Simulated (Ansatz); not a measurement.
# Property card for HfGe

HfGe:
```cif
data_Ge4Hf4
_chemical_formula_sum 'Hf4 Ge4'
_space_group_name_H-M_alt 'I41md'
_space_group_IT_number 109
_space_group_name_Hall 'I 4bw -2'
_cell_length_a 3.48278
_cell_length_b 3.48278
_cell_length_c 13.68359
_cell_angle_alpha 90.000
_cell_angle_beta 90.000
_cell_angle_gamma 90.000
loop_
_atom_site_label
_atom_site_type_symbol
_atom_site_symmetry_multiplicity
_atom_site_Wyckoff_symbol
_atom_site_fract_x
_atom_site_fract_y
_atom_site_fract_z
_atom_site_occupancy
Hf1 Hf 4 a 0.00000 0.00000 0.75725 1
Ge1 Ge 4 a 0.00000 0.00000 0.15875 1
```
(The calculation used a cell of 4 atoms; values per cell refer to that cell.)

Space group I4_1md (No. 109); conventional cell a = 3.4828 Å, b = 3.4828 Å, c = 13.6836 Å, α = 90.00°, β = 90.00°, γ = 90.00°.

Method: PBE (plane waves, PAW; program Ansatz). The cell and atoms are relaxed at this level. Other levels are named where they apply.

### Cell and energy

```yaml
volume_per_atom: 20.75 Å³
density: 10.05 g/cm³
Formation energy from the elements (no fitted shifts): -0.29 eV/atom
```

### Electronic structure

```yaml
electronic_character: metallic (no gap)
Density of states at the Fermi level: 0.56 states/eV per atom (mean over ±0.08 eV)
```

### Mechanics

```yaml
Bulk modulus (Birch–Murnaghan fit): 108 GPa
Pressure derivative B′: 4.1
```

The cell is a constructed one: a structure type filled with these elements; neither database checked (COD, Materials Project) lists it. Its standing as an ambient phase is unchecked. The cell was relaxed with PBE under the symmetry of its start; whether a distortion lowers the energy is not shown. The run is not spin-polarised. The references are the lowest solids computed at this level, not always the standard phases. Spin–orbit coupling is left out wherever it is not named.

Potentials: the later of the program's two PAW sets.
